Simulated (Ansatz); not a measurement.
Ag:
```
CELL_PARAMETERS angstrom
      2.86931     0.00000     0.00000
     -1.43466     2.48490     0.00000
      0.00000     0.00000     9.35514
ATOMIC_POSITIONS crystal
  Ag 0.00000 0.00000 0.00000
  Ag 0.00000 0.00000 0.50000
  Ag 0.33333 0.66667 0.25000
  Ag 0.66667 0.33333 0.75000
```

Relaxed with PBEsol. Special points in fractions of this cell's reciprocal vectors: Γ (0.000, 0.000, 0.000); M (0.500, 0.000, 0.000); K (0.333, 0.333, 0.000); A (0.000, 0.000, 0.500); L (0.500, 0.000, 0.500); H (0.333, 0.333, 0.500).

List the band energies nearest the Fermi level at these points for DFT-PBEsol in the program Ansatz with PAW potentials.

In eV from the Fermi level; about four levels below and three above (degenerate sets whole), none deeper than 8.9 eV; points with the same levels are listed once.

```csv
k,below,above
Γ,-3.30 -3.30 -2.88 -2.88 -0.44,3.81 11.36 11.39
M,-2.69 -2.68 -2.65 -0.22,0.71 1.10 1.63
K,-3.12 -3.04 -3.04 -2.94,3.24 3.24 3.24
A,-3.06 -3.06 -3.06 -3.06 -2.49 -2.49,6.69 6.69 15.40 15.40
L,-2.81 -2.81 -2.69 -2.69,0.26 0.26 1.46 1.46
H,-3.02 -3.02 -2.89 -2.89,3.58 3.58 3.58 3.58
```

Space group P6_3/mmc (dhcp (α-La type)). The first step of the workflow began from a Materials Project structure, measured or hypothetical; the Crystallography Open Database files this formula in space group No. 194, but the cells were not matched. It is not the phase usual at ambient conditions (space group No. 225). The cell was relaxed with PBEsol under the symmetry of its start; whether a distortion lowers the energy is not shown. The run is not spin-polarised. Spin–orbit coupling is left out wherever it is not named.

Potentials: the later of the program's two PAW sets.
